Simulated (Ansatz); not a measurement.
SrO:
```
SrO
1.0
    0.00000     2.53224     2.53224
    2.53224     0.00000     2.53224
    2.53224     2.53224     0.00000
Sr O
1 1
Cartesian
  2.53224   2.53224   2.53224
  0.00000   0.00000   0.00000
```

Relaxed with plane-wave PAW LDA (Ansatz code). Indices refer to the conventional cell of Fm-3m, a = b = c = 5.0645 Å, α = β = γ = 90.00°.

### Question
Simulate the powder diffraction pattern (Co Kα, λ = 1.79026 Å; lines above 1 %) up to 2θ = 90°.

### Answer
Simulated powder pattern, Co Kα, λ = 1.79026 Å (kinematic, ideal powder, no thermal factors, no anomalous dispersion; the 30 strongest lines at most, above 1 %, up to 2θ = 90°):

```
2θ (°)  d (Å)  I/Imax (%)    hkl
------  -----  ----------  -----
35.65   2.924          92  (111)
41.40   2.532         100  (200)
59.99   1.791          65  (220)
71.78   1.527          41  (311)
75.51   1.462          22  (222)
89.98   1.266          11  (400)
```

Symmetry was held in the LDA relaxation; phonons on a q-mesh show no instability.

Potentials: the later of the program's two PAW sets.
